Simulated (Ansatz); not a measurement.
Al₃GaN₄: do energies and stresses tell the same story?

The calculation used Ansatz, DFT r2SCAN, scalar-relativistic, plane waves, PAW.

Settings: cutoff 500 eV, Γ-centred mesh 6×8×4 on the computed 8-atom cell, Gaussian smearing of 0.02 eV; no spin polarisation.

Relaxed cell: Pm, a = 5.038 Å, b = 3.125 Å, c = 5.410 Å, α = 90.00°, β = 90.03°, γ = 90.00°, 8 atoms in the primitive cell. Whether it is the stable form of this composition wasn't checked.

Energies at zero smearing and pressures from the stress tensor, at volumes with shape and atoms relaxed:
```
V (Å³/atom) E − E(first) (meV/atom) P (GPa)
      9.370                     0.00    34.02
      9.689                   -57.10    23.53
     10.009                   -94.78    14.50
     10.328                  -115.73     6.72
     10.647                  -122.26     0.01
     10.967                  -116.37    -5.78
     11.286                   -99.76   -10.76
     11.712                   -63.48   -16.35
```

Task: Check P = −dE/dV between neighbouring volumes, and get the bulk modulus from the pressures alone.

Result: With 1 eV/Å³ = 160.2 GPa:
| middle V (Å³/atom) | −ΔE/ΔV (GPa) | mean P (GPa) |
| --- | --- | --- |
| 9.529 | 28.639 | 28.772 |
| 9.849 | 18.898 | 19.012 |
| 10.168 | 10.508 | 10.606 |
| 10.488 | 3.278 | 3.361 |
| 10.807 | -2.957 | -2.885 |
| 11.127 | -8.330 | -8.269 |
| 11.499 | -13.649 | -13.554 |

The two differ by 0.13 GPa at most. The mean of two end pressures misses the average over a step by about ΔV² P″/12, up to 0.13 GPa here; with that taken off 0.00 GPa remains. Around V = 10.647 Å³/atom, the two neighbours give B = −V ΔP/ΔV = 10.647 × 12.49 / 0.639 = 208.2 GPa, against B0 = 207.2 GPa from the Birch–Murnaghan fit of the energies.